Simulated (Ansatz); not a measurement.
Values for one crystal, relaxed and computed with PBE in the plane-wave PAW code Ansatz; other levels are named.

```yaml
volume_per_atom: 37.20 Å³
band_gap: 5.01 eV (direct)
conduction_band_minimum: at Γ
Pressure derivative B′: 5.1
electron_effective_mass: 0.36 mₑ (isotropic)
valence_band_maximum: at Γ
Hole effective mass, band 2 of 3 at the edge: 5.0 along [100], 2.9 along [110], 3.4 along [111] (mₑ)
```

**Question.** Pick the material that matches.
(A) NaCl, rock salt
(B) CaO, CsCl type
(C) CsCl, CsCl type
(D) CuCl, zinc blende

**Answer.** C, CsCl, CsCl type

Space group Pm-3m (CsCl type). Symmetry was held in the PBE relaxation. Scalar-relativistic: spin–orbit coupling is off unless named, which matters more the heavier the elements.

Potentials: the earlier of the program's two PAW sets.
